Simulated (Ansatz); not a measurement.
Two states of BaIn₉CoIr

```xyz
12
Lattice="4.4552 8.0708 -0.1109 -4.4656 8.0769 0.2260 -0.1625 0.0320 4.4250" Properties=species:S:1:pos:R:3 pbc="T T T"
Ir    0.0286   10.7337    0.3196
Co    0.0191    5.6930    4.4518
Ba    3.9996    7.9857   -0.0188
In   -1.9583    9.5973    2.3828
In    0.1486    3.2290    2.1291
In    1.7832    9.6573    2.1219
In    1.7414    6.3638    2.0450
In   -0.1121   12.5850    2.2310
In   -1.8565    6.4984    2.2023
In    2.0793   11.8135    0.1852
In   -0.0203    8.0607    0.1603
In    2.0652    3.8957    0.1584
```

Level: PBE, with U_eff = 3.66 eV on Co d (all-electron-ortho-atomic projectors); 420 eV; 3×3×4 (shifted by 0.5, 0, 0 steps) mesh; cold occupations (width 0.0605 eV); Ansatz 0.2.0, fixed geometry.

State A: no moments (no spin polarisation). State B: Co2 down (collinear spin).

**Question.** Which state is lower, and how do they differ?

**Answer.** State B is lower by 59.2 meV an atom at zero smearing.

```
state  free energy (meV/atom)  largest moment in a small sphere (μB)  net moment (μB/cell)  gap on mesh (eV)  pressure (GPa)  largest force (eV/Å)
    A                    59.1                                   0.00                  0.00             metal             1.0                  6.17
    B                     0.0                                   1.82                  1.75             metal             3.1                  5.92
```

Origin: a cell with a point defect, so it need not be a known compound. Caveats: the k mesh is coarse if the cell is a metal; atoms or cell far from equilibrium.
